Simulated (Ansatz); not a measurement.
**Relaxing an invented Be₂Te structure**

These are results of DFT PBE, scalar-relativistic, plane waves, PAW (Ansatz 0.2.0), not measurements. Cutoff 420 eV, Gaussian smearing, Γ-centred meshes. Cell and atoms relax first on a coarse mesh and then on a finer one. In between, the cell is made exact in the group found at 0.06 Å. In metals the finer mesh still leaves noise of several meV/atom or more. The steps can't lower the symmetry of their start. No spin polarisation.

The guess for Be₂Te was made by a generator: close-packed metal layers stacked AB, with sites between them filled layer by layer (P-3m1, No. 164) (elements of the layers in order: Be Be). Its size is a rough estimate.

```yaml
crystal:
  lattice:
    - [3.52500, 0.00000, 0.00000]
    - [-1.76250, 3.05274, 0.00000]
    - [0.00000, 0.00000, 4.84263]
  atoms:
    - { symbol: Be, position: [0.33333, 0.66667, 0.70018] }
    - { symbol: Be, position: [0.66667, 0.33333, 0.29982] }
    - { symbol: Te, position: [0.00000, 0.00000, 0.00000] }
```

Energies over the elements count from the elements' standard structures at the same level, with no fitted energy shifts.

Task: What does it relax into?

Result: The symmetry stays P-3m1 (No. 164). The volume per atom shrinks by 7.1 %, from 17.4 to 16.1 Å³. The shortest distance goes from 2.50 Å (Be–Te) to 2.42 Å (Be–Be). The ratio c/a of the conventional cell changes by a factor of 0.83. The energy falls by about 0.13 eV/atom (the start's value is from the coarse mesh). Conventional cell: a = 3.659 Å, c = 4.175 Å. Be has 3 Be at 2.42 Å and 3 Te at 2.59 Å; around Te lie 6 Be at 2.59 Å.

```cif
data_structure
_symmetry_space_group_name_H-M 'P-3m1'
_symmetry_Int_Tables_number 164
_cell_length_a 3.6592
_cell_length_b 3.6592
_cell_length_c 4.1752
_cell_angle_alpha 90.000
_cell_angle_beta 90.000
_cell_angle_gamma 120.000
_cell_volume 48.41
loop_
_atom_site_label
_atom_site_type_symbol
_atom_site_symmetry_multiplicity
_atom_site_Wyckoff_symbol
_atom_site_fract_x
_atom_site_fract_y
_atom_site_fract_z
_atom_site_occupancy
Be1 Be 2 d 0.33333 0.66667 0.64146 1
Te1 Te 1 a 0.00000 0.00000 0.00000 1
```

Task: How does it come out in energy, and is it a metal?

Result: The formation energy is +0.58 eV/atom and the gap on the 15×15×12 mesh of the 3-atom cell is 0 eV (a metal).

It can't be a ground state, since the elements alone are lower.

The last run used Gaussian smearing of 0.10 eV. Spin–orbit coupling, which can matter for Te, is left out. The reference form of Te is held partly by dispersion forces, which this level lacks. Symmetry constrained the relaxation, so the result can be a saddle point. In all, the 3 runs took 2.8 min on 1 thread of Arm Neoverse N1, on a shared host.
